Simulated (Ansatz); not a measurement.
BW (rock salt, Fm-3m) under volume change, PBEsol in the plane-wave PAW code Ansatz, scaled uniformly.

```tsv
V (Å³/atom)	E − E(relaxed) (meV/atom)	P (GPa)
9.930	___	___
10.257	43.8	22.59
10.585	10.4	10.42
10.912	0.0	0.00
11.239	9.4	-8.93
11.567	35.6	-16.58
11.894	___	___
```

### Question
Fill in the missing entries.

### Answer

- 11.894, E − E(relaxed) (meV/atom): 76.4
- 11.894, P (GPa): -23.14
- 9.930, E − E(relaxed) (meV/atom): 104.1
- 9.930, P (GPa): 36.80

### Question
What does a third-order Birch–Murnaghan fit give for V₀, B₀ and B′?

### Answer
V₀ = 10.91 Å³/atom, B₀ = 321 GPa, B′ = 4.1.

The start of the workflow was typed in or built on a structure type; neither database checked (COD, Materials Project) lists it. COD files the formula under space group No. 141, so this cell is another polymorph or a model. Whether it is the stable phase at ambient conditions was not checked. The PBEsol relaxation kept the symmetry of its start; of distortions, only those at the zone centre were tested. No spin polarisation was allowed. The volume moved by -19 % from the start of the relaxation. Scalar-relativistic: spin–orbit coupling is off unless named, which matters more the heavier the elements.

Potentials: the earlier of the program's two PAW sets.
